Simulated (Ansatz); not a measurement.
Level of theory: DFT PBE, scalar-relativistic, plane waves, PAW (Ansatz 0.2.0). Settings: cutoff 420 eV, Γ-centred meshes spaced at most about 0.3 Å⁻¹, and about 0.25 Å⁻¹ or finer for metals (2π included), Gaussian smearing. Collinear spin in cells that started with moments and kept them past the coarse steps, no spin elsewhere.

Temperature and zero-point effects are left out.

Two relaxed structures of Ti₃CuBr:

A. (no spin) Space group Pm-3m (No. 221), cubic, a = 4.695 Å. Ti has 2 Cu at 2.35 Å, 4 Br at 3.32 Å and 8 Ti at 3.32 Å; around Cu lie 6 Ti at 2.35 Å; Br is surrounded by 12 Ti at 3.32 Å.

B. (site moments Ti -0.3 (×2), 0.8 μB) Space group P4/mmm (No. 123), tetragonal, a = 4.985 Å, c = 4.668 Å. Ti on a site of symmetry mmm is surrounded by 2 Br at 2.49 Å, 2 Cu at 2.49 Å and 8 Ti at 3.41–3.53 Å; Ti on a site of symmetry 4/mmm has 2 Cu at 2.33 Å and 8 Ti at 3.41 Å; Cu is surrounded by 2 Ti at 2.33 Å and 4 Ti at 2.49 Å; Br is surrounded by 4 Ti at 2.49 Å.

Problem. Which would you expect to be lower, and how large is the difference?

Solution. B is lower, by 87 meV/atom. A has the antiperovskite type, space group Pm-3m (No. 221), 20.7 Å³/atom and no gap on its mesh; B has space group P4/mmm (No. 123), 23.2 Å³/atom and no gap. Counting Cu or Ti atoms around Br (for each partner element, those within 1.25 times its shortest distance or 1.15 times the sum of covalent radii, where it is the nearest in units of that sum or under 1.3; the shortest distance is added where it is long for a bond), A has Br 12 from 3.3 Å and B has Br 4. Their magnetic states differ too, which can make part of the margin. The lower one is the more open, so pressure narrows the difference. Even the lower one lies +0.57 eV/atom against the reference forms of the elements (uncorrected), so neither is stable at this level. Both come from invented guesses.

No Hubbard U is applied to the 3d shell of Cu. The magnetic state reached may not be the lowest. Cells relaxed within their symmetry can be saddle points. Some structure types and database cells were kept out of the candidates from the start, so a known form may be missing.
